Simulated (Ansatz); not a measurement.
All numbers below come from Ansatz 0.2.0, DFT PBE, scalar-relativistic, plane waves, PAW. Settings: cutoff 420 eV, Γ-centred meshes spaced at most about 0.3 Å⁻¹, and about 0.25 Å⁻¹ or finer for metals (2π included), Gaussian smearing. No spin polarisation in the final relaxations.

Temperature and zero-point effects are left out.

Two forms of NaCuH₄ were relaxed alike.

1.

Space group C2/c (No. 15). a = 6.151 Å, b = 5.448 Å, c = 9.930 Å, α = 90.00°, β = 90.34°, γ = 90.00°
| atom | site | symmetry | x | y | z |
| --- | --- | --- | --- | --- | --- |
| Na | 4e | 2 | 0.5000 | 0.5024 | 0.7500 |
| Cu | 4d | -1 | 0.2500 | 0.2500 | 0.5000 |
| H | 8f | 1 | 0.2614 | 0.8198 | 0.5000 |
| H | 8f | 1 | 0.2504 | 0.7516 | 0.8451 |

2.

Space group P4/mmm (No. 123). a = 3.157 Å, b = 3.157 Å, c = 5.038 Å, α = 90.00°, β = 90.00°, γ = 90.00°
| atom | site | symmetry | x | y | z |
| --- | --- | --- | --- | --- | --- |
| Na | 1a | 4/mmm | 0.0000 | 0.0000 | 0.0000 |
| Cu | 1d | 4/mmm | 0.5000 | 0.5000 | 0.5000 |
| H | 4i | 2mm. | 0.5000 | 0.0000 | 0.3308 |

Problem. Which form is favoured at zero pressure, and by what margin per atom?

Solution. Cell 1 is lower, by 259 meV/atom. Cell 1 has space group C2/c (No. 15), 13.9 Å³/atom and a gap of 1.85 eV on its mesh; cell 2 has space group P4/mmm (No. 123), 8.4 Å³/atom and no gap. Counting H atoms around Cu and Na (those within 1.25 times the shortest such distance or 1.15 times the sum of covalent radii), cell 1 has Na 4, Cu 2 and cell 2 has Na 8, Cu 8. Cell 1 holds H–H pairs as short as in free H₂ molecules (shortest 0.77 Å); in cell 2 the shortest H–H distance is 1.71 Å. The lower one is the more open, so pressure narrows the difference. Even the lower one lies +0.06 eV/atom against the reference forms of the elements (uncorrected), a margin that errors in the energy of the gaseous reference can exceed. Both come from invented guesses.

Kohn–Sham gaps at this level usually fall short of measured ones. With hydrogen, zero-point motion can shift such differences by 10 meV/atom or more. Cells relaxed within their symmetry can be saddle points. The C2/c cell of NaCuH4 came from shaking the P4/mmm one.
